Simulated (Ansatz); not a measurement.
The calculation used DFT PBE, scalar-relativistic, plane waves, PAW in Ansatz 0.2.0. All cells share a 420 eV cutoff and Γ-centred k meshes spaced at most about 0.3 Å⁻¹ (about 0.25 or finer for metals, 2π included). Collinear spin in cells that started with moments and kept them past the coarse steps, no spin elsewhere.

Temperature and zero-point effects are left out. All come from trial cells, and lower structures may exist.

**Question.** Order these relaxed structures of Mg2Si3N by energy, lowest first, with the energy over the lowest of them.
A.

Space group Cmmm (No. 65). a = 6.614 Å, b = 9.204 Å, c = 3.649 Å, α = 90.00°, β = 90.00°, γ = 90.00°
```tsv
atom	site	symmetry	x	y	z
Mg	4f	..2/m	0.2500	0.2500	0.5000
Si	4g	2mm	0.7456	0.0000	0.0000
Si	2c	mmm	0.5000	0.0000	0.5000
N	2a	mmm	0.0000	0.0000	0.0000
```

B.

Space group P-6m2 (No. 187). a = 3.848 Å, b = 3.848 Å, c = 7.659 Å, α = 90.00°, β = 90.00°, γ = 120.00°
```csv
atom,site,symmetry,x,y,z
Mg,2h,3m.,0.3333,0.6667,0.7328
Si,1e,-6m2,0.6667,0.3333,0.0000
Si,1b,-6m2,0.0000,0.0000,0.5000
Si,1a,-6m2,0.0000,0.0000,0.0000
N,1f,-6m2,0.6667,0.3333,0.5000
```

C.

Space group Pmmm (No. 47). a = 3.046 Å, b = 4.048 Å, c = 7.838 Å, α = 90.00°, β = 90.00°, γ = 90.00°
| atom | site | symmetry | x | y | z |
| --- | --- | --- | --- | --- | --- |
| Mg | 2t | mm2 | 0.5000 | 0.5000 | 0.2945 |
| Si | 1d | mmm | 0.5000 | 0.0000 | 0.5000 |
| Si | 1b | mmm | 0.5000 | 0.0000 | 0.0000 |
| Si | 1e | mmm | 0.0000 | 0.5000 | 0.0000 |
| N | 1g | mmm | 0.0000 | 0.5000 | 0.5000 |

D.

Space group P6/mmm (No. 191). a = 4.879 Å, b = 4.879 Å, c = 7.301 Å, α = 90.00°, β = 90.00°, γ = 120.00°
```csv
atom,site,symmetry,x,y,z
Mg,2e,6mm,0.0000,0.0000,0.2332
Si,3f,mmm,0.5000,0.0000,0.0000
N,1b,6/mmm,0.0000,0.0000,0.5000
```

**Answer.** A (0 meV/atom), C (136 meV/atom), B (238 meV/atom), D (437 meV/atom). Forms: A Cmmm, no spin; C Pmmm, no spin; B P-6m2, no spin; D P6/mmm, moments up to 0.9 μB. Counting Mg or Si atoms around N (for each partner element, those within 1.25 times its shortest distance or 1.15 times the sum of covalent radii, where it is the nearest in units of that sum or under 1.3; the shortest distance is added where it exceeds 1.18 times the sum of covalent radii): A has N 2; C has N 4; B has N 3 from 2.2 Å; D has N 2. A holds Si–Si chains (shortest 2.44 Å); C holds Si–Si nets (shortest 2.53 Å); B holds Si–Si nets (shortest 2.22 Å); D holds Si–Si nets (shortest 2.44 Å). Even the lowest lies +0.24 eV/atom against the elements.

Another magnetic order may lie lower. Cells relaxed within their symmetry can be saddle points. Some types were kept out of the candidates beforehand, so the set may lack a known form.
